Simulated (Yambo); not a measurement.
## How GW settings move the gap: Rb2NaAlF6

G0W0@LDA for Rb2NaAlF6 (space group Fm-3m, No. 225) in Yambo. Reference settings: 2×2×2 Γ-centred k mesh, bands 2 to 286 and a 8 Ry block in the screening, 286 bands in G with the Bruneval-Gonze terminator, plasmon pole fitted at 27.2 eV. The LDA gap Γ → Γ on this mesh is 6.45 eV; G0W0 gaps are taken between the same points.

```csv
change from the reference,G0W0 gap Γ → Γ (eV),shift of the valence edge (eV),rough Yambo cost
reference settings,10.82,-2.64,1
110 bands in G,10.86,-2.64,–
184 bands in G,10.83,-2.64,–
134 bands in W,10.94,-2.55,within a factor of two
1 Ry block,12.37,-4.14,within a factor of two
no terminator,10.71,-2.44,–
```

The reference isn't shown to be the converged limit. Costs are rough (shared machines), scaled to the same edge states, and given only for runs that recompute the screening.

Geometry of the Materials Project entry, not relaxed at this level; primitive cell a = b = c = 5.9745 Å, α = β = γ = 60.00°.

The structure is a Materials Project entry; no match was found in the copy of COD used, and its stability was not checked.

A shift is the quasiparticle energy of the state minus its LDA energy.
